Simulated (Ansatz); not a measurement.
AlPt:
```cif
data_AlPt
_chemical_formula_sum 'Al1 Pt1'
_space_group_name_H-M_alt 'P 1'
_space_group_IT_number 1
_cell_length_a 3.03857
_cell_length_b 3.03857
_cell_length_c 3.03857
_cell_angle_alpha 90.000
_cell_angle_beta 90.000
_cell_angle_gamma 90.000
loop_
_space_group_symop_operation_xyz
  'x, y, z'
loop_
_atom_site_label
_atom_site_type_symbol
_atom_site_fract_x
_atom_site_fract_y
_atom_site_fract_z
_atom_site_occupancy
Al1 Al 0.00000 0.00000 0.00000 1
Pt1 Pt 0.50000 0.50000 0.50000 1
```

This is the LDA-relaxed structure.

All from LDA in the plane-wave PAW code Ansatz, unless another level is named. Estimate the highest zone-centre frequency.

226 cm⁻¹.

And the bulk modulus (Birch–Murnaghan fit)?

213 GPa.

Predict the elastic constants (relaxed ions, GPa).

C11 = 219, C12 = 209, C44 = 89.7.

Space group Pm-3m (CsCl type). The first step of the workflow began from a Materials Project structure, measured or hypothetical; the Crystallography Open Database copy checked does not list it. With Al and Pt taken as one species the cell has the higher symmetry Im-3m, so it may be an ordered model of a mixed-site phase. Whether it is the stable phase at ambient conditions was not checked. Symmetry was held in the LDA relaxation; of distortions, only those at the zone centre were tested. The run is not spin-polarised. As this level gives no gap, shear constants depend on the k-mesh and smearing (Fermi–Dirac, 0.1 eV here). As this level gives no gap, phonon frequencies hold no LO–TO term and depend on the k-mesh and smearing (Fermi–Dirac, 0.1 eV here). Scalar-relativistic: spin–orbit coupling is off unless named, which matters more the heavier the elements.

Potentials: the later of the program's two PAW sets.
